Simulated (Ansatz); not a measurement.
The start is a generated cell, PbSe built in the AFLOW prototype AB_tP8_136_g_f (as in BeO). A full variable-cell relaxation at zero pressure is run with r2SCAN (plane waves to 500 eV, PAW, scalar-relativistic; Ansatz, a first-principles code). The first steps use a coarse 3×3×5 k-mesh.

Starting cell:
```
PbSe
1.0
    8.03537     0.00000     0.00000
    0.00000     8.03537     0.00000
    0.00000     0.00000     4.63514
Pb Se
4 4
Direct
  0.33600   0.66400   0.00000
  0.83600   0.83600   0.50000
  0.16400   0.16400   0.50000
  0.66400   0.33600   0.00000
  0.31000   0.31000   0.00000
  0.81000   0.19000   0.50000
  0.19000   0.81000   0.50000
  0.69000   0.69000   0.00000
```

Question: What pressure does the first self-consistent step give?

Answer: +4.4 GPa (positive: the cell is compressed).

Question: What symmetry does the relaxed structure have?

Answer: The space group goes from P4₂/mnm (No. 136) to Fm-3m (No. 225); the end is rock salt type, with 2 atoms in the primitive cell.

Question: By how much does the energy per atom fall from start to end?

Answer: 0.30 to 0.33 eV/atom (the two k-meshes of the run give this range).

Question: How do the shortest distances between atoms change?

Answer: The closest pairs of elements (up to four, under 3.6 Å), start → end: Pb–Se 2.85 → 3.09 Å.

Question: What band gap does the relaxed structure have at this level?

Answer: 0.67 eV, direct at L (no spin-orbit coupling).

Question: Give the final cell and atomic positions.

Answer: 
```cif
data_Pb4Se4
_chemical_formula_sum 'Pb4 Se4'
_space_group_name_H-M_alt 'Fm-3m'
_space_group_IT_number 225
_space_group_name_Hall '-F 4 2 3'
_cell_length_a 6.17738
_cell_length_b 6.17738
_cell_length_c 6.17738
_cell_angle_alpha 90.000
_cell_angle_beta 90.000
_cell_angle_gamma 90.000
loop_
_atom_site_label
_atom_site_type_symbol
_atom_site_symmetry_multiplicity
_atom_site_Wyckoff_symbol
_atom_site_fract_x
_atom_site_fract_y
_atom_site_fract_z
_atom_site_occupancy
Pb1 Pb 4 a 0.00000 0.00000 0.00000 1
Se1 Se 4 b 0.50000 0.50000 0.50000 1
```
(The calculation used a cell of 2 atoms; values per cell refer to that cell.)

Final values are on a 9×9×9 k-mesh of the relaxed cell. No spin polarisation in the result. Without spin-orbit coupling the bands of the heavy element are not split, so the gap can be far off.

The run could not lose the symmetry of its start; a randomly shaken copy of 4 atoms returns to this structure.
